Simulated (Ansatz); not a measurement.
The relaxed structure here is a generated cell of CeO2: the first start was made by placing the elements on the sites of a structure type, and the end was not matched to a known phase here, so it may be hypothetical. Known forms of CeO2 include space group No. 225.

The end point of a relaxation of CeO2. Space group P-31m (No. 162), AFLOW prototype AB2_hP9_162_ad_k (as in V2N). All values below come from r2SCAN (plane waves to 500 eV, PAW, scalar-relativistic; Ansatz, a program for electronic structure).

```cif
data_Ce3O6
_chemical_formula_sum 'O6 Ce3'
_space_group_name_H-M_alt 'P-31m'
_space_group_IT_number 162
_space_group_name_Hall '-P 3 2'
_cell_length_a 5.93664
_cell_length_b 5.93664
_cell_length_c 4.54994
_cell_angle_alpha 90.000
_cell_angle_beta 90.000
_cell_angle_gamma 120.000
loop_
_atom_site_label
_atom_site_type_symbol
_atom_site_symmetry_multiplicity
_atom_site_Wyckoff_symbol
_atom_site_fract_x
_atom_site_fract_y
_atom_site_fract_z
_atom_site_occupancy
O1 O 6 k 0.33199 0.33199 0.26185 1
Ce1 Ce 1 a 0.00000 0.00000 0.00000 1
Ce2 Ce 2 d 0.33333 0.66667 0.50000 1
```

Problem. Give the band gap at the level r2SCAN.

Solution. 1.60 eV, direct within 0.03 eV (at Γ) (no spin-orbit coupling).

Problem. Predict the smallest direct gap from r2SCAN.

Solution. 1.62 eV at Γ.

Problem. What is the computed magnetic moment (r2SCAN)?

Solution. Zero (the starting moments vanished).

No spin polarisation in the result: the starting moments vanished. No Hubbard U is applied. The f-shell occupation is the one the SCF fell into and was not checked against other states.

The run could not lower the symmetry of its start; a shaken copy of this end point relaxes with r2SCAN to P321 (No. 150), 0.121 eV/atom lower.
